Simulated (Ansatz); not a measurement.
Au:
```
CELL_PARAMETERS angstrom
      0.00000     3.08221     3.08221
      3.08221     0.00000     3.08221
      3.08221     3.08221     0.00000
ATOMIC_POSITIONS crystal
  Au 0.00000 0.00000 0.00000
  Au 0.25000 0.25000 0.25000
```

Relaxed with PBE. Special points in fractions of this cell's reciprocal vectors: Γ (0.000, 0.000, 0.000); X (0.500, 0.000, 0.500); U (0.625, 0.250, 0.625); K (0.375, 0.375, 0.750); L (0.500, 0.500, 0.500); W (0.500, 0.250, 0.750).

Q: List the band energies nearest the Fermi level at these points for plane-wave PAW PBE (Ansatz code).

A: In eV from the Fermi level; about four levels below and three above (degenerate sets whole), none deeper than 8.9 eV; … stands for higher levels left out; points with the same levels are listed once.

```
k                          below                above
-  -----------------------------  -------------------
Γ  -2.24 -2.24 -2.24 -1.28 -1.28               8.43 …
X        -2.70 -2.70 -1.24 -1.24  0.24 0.24 3.74 3.74
U        -2.70 -1.17 -1.01 -0.03       0.38 2.31 4.57
L        -1.40 -1.40 -0.76 -0.39          6.68 6.68 …
W        -2.83 -2.83 -1.03 -1.03  0.24 0.24 2.88 2.88
```

Space group Fd-3m (diamond). The start of the workflow was typed in or built on a structure type; neither database checked (COD, Materials Project) lists it. It is not the phase usual at ambient conditions (space group No. 225). Symmetry was held in the PBE relaxation; its stability against distortions is not shown here. Scalar-relativistic: spin–orbit coupling is off unless named, which matters more the heavier the elements.

Potentials: the later of the program's two PAW sets.
